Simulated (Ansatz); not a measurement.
Input and command of a plane-wave DFT calculation in Ansatz:

```yaml
crystal:
  lattice:
    - [2.1189541559, -5.7449357387, 0.0]
    - [2.1189541559, 5.7449357387, 0.0]
    - [0.0, 0.0, 3.0516802799]
  atoms:
    - { symbol: Ag, position: [0.0, 0.0, 0.0] }
    - { symbol: Sn, position: [0.3551204776, 0.6448795224, 0.5] }
    - { symbol: Sn, position: [0.6448795224, 0.3551204776, 0.5] }
basis:
  ecutwfc: 420
kpoints:
  mp_grid: { grid: [12, 12, 16] }
hamiltonian:
  xc: pbe
scf:
  occupations: { method: gaussian, width: 0.1 }
output:
  forces: true
  stress: true
  eigenvalues: true
relax:
  adjacent_minimum: "off"
  f_tol: 0.01
  max_steps: 80
  cell: { stress_tol: 0.05 }
```

```bash
ansatz run input.yaml --threads 1 --pin off --max-ram 2560MiB --backend cpu --events-out ev --progress --plain --runs-dir out
```

Processor: Intel(R) Xeon(R) 6975P-C (Granite Rapids), 1 thread, on a host shared with other jobs.

Task: How long does it run, and how much memory does it take?

Result: About 7.8 min on 1 thread of Intel(R) Xeon(R) 6975P-C (Granite Rapids) (shared host), peak memory 0.9 GiB. It solves 29 bands at 387 k points (the mesh reduced by the symmetry that the task leaves, which can be less than the crystal's) with about 1433 plane waves (on the last cell), in 144 SCF iterations over 22 ionic steps.
